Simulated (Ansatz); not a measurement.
Here is an unrelaxed guess for SnO3.

```
Sn O
1.0
     4.66427    0.00000    0.00000
     0.00000    4.66427    0.00000
     0.00000    0.00000    4.66427
Sn O
2 6
Direct
  0.50000 0.50000 0.50000
  0.00000 0.00000 0.00000
  0.50000 0.25000 0.00000
  0.50000 0.75000 0.00000
  0.25000 0.00000 0.50000
  0.75000 0.00000 0.50000
  0.00000 0.50000 0.25000
  0.00000 0.50000 0.75000
```

Method: DFT PBE, scalar-relativistic, plane waves, PAW (Ansatz). Settings: cutoff 420 eV, Γ-centred mesh 4×4×4 on the computed 8-atom cell, Gaussian smearing of 0.10 eV; no spin polarisation.

Energies over the elements count from the elements' standard structures at the same level (O₂ as a molecule), with no fitted energy shifts. The references include grey tin.

Question: How far from equilibrium is it?

Answer: The pressure is -26.9 GPa (it wants to contract), the largest force is 0.00 eV/Å (symmetry fixes the atoms), and the energy is +0.22 eV/atom against the elements. The shortest distance is 2.33 Å.

Question: How much does it gain on relaxing, and where does it end?

Answer: Relaxing gains about 0.37 eV/atom (the start's value is from the coarse mesh, so the gain is rough) in 12 ionic steps and ends at −0.15 eV/atom on the finer mesh. The symmetry stays Pm-3n (No. 223). The volume per atom shrinks by 26.0 %, from 12.7 to 9.4 Å³. The shortest distance goes from 2.33 Å (O–O) to 2.11 Å (O–O). Conventional cell: a = 4.219 Å. Sn is surrounded by 12 O at 2.36 Å; O is surrounded by 2 O at 2.11 Å, 4 Sn at 2.36 Å and 8 O at 2.58 Å.

The last run used a 10×10×10 mesh for its 8-atom cell and Gaussian smearing of 0.10 eV. The relaxation can't lower the symmetry of the start. A structure relaxed within its symmetry needn't be a true minimum.
